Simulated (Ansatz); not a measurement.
ScPtN2 in space group R-3m (No. 166; Sc on 3b, Pt on 3a, N on 6c) under volume change, PBEsol in the plane-wave PAW code Ansatz, shape and atoms relaxed at each volume.

```json
[
 {"V (Å³/atom)": "12.002", "E − E(relaxed) (meV/atom)": "48.3", "P (GPa)": "14.14"},
 {"V (Å³/atom)": "12.398", "E − E(relaxed) (meV/atom)": "20.3", "P (GPa)": "8.67"},
 {"V (Å³/atom)": "12.793", "E − E(relaxed) (meV/atom)": "4.8", "P (GPa)": "4.02"},
 {"V (Å³/atom)": "13.189", "E − E(relaxed) (meV/atom)": "0.0", "P (GPa)": "-0.01"},
 {"V (Å³/atom)": "13.585", "E − E(relaxed) (meV/atom)": "4.2", "P (GPa)": "-3.31"},
 {"V (Å³/atom)": "13.980", "E − E(relaxed) (meV/atom)": "…", "P (GPa)": "…"},
 {"V (Å³/atom)": "14.376", "E − E(relaxed) (meV/atom)": "…", "P (GPa)": "…"}
]
```

Q: Complete the blanks.

A: 
- 13.980, E − E(relaxed) (meV/atom): 15.8
- 13.980, P (GPa): -5.97
- 14.376, E − E(relaxed) (meV/atom): 33.3
- 14.376, P (GPa): -8.12

Q: What does a third-order Birch–Murnaghan fit give for V₀, B₀ and B′?

A: V₀ = 13.19 Å³/atom, B₀ = 118 GPa, B′ = 5.0.

The start of the workflow was typed in or built on a structure type; neither database checked (COD, Materials Project) lists it. Whether it is the stable phase at ambient conditions was not checked. The cell was relaxed with PBEsol under the symmetry of its start; its stability against distortions is not shown here. No spin polarisation was allowed. Scalar-relativistic: spin–orbit coupling is off unless named, which matters more the heavier the elements.

Potentials: the later of the program's two PAW sets.
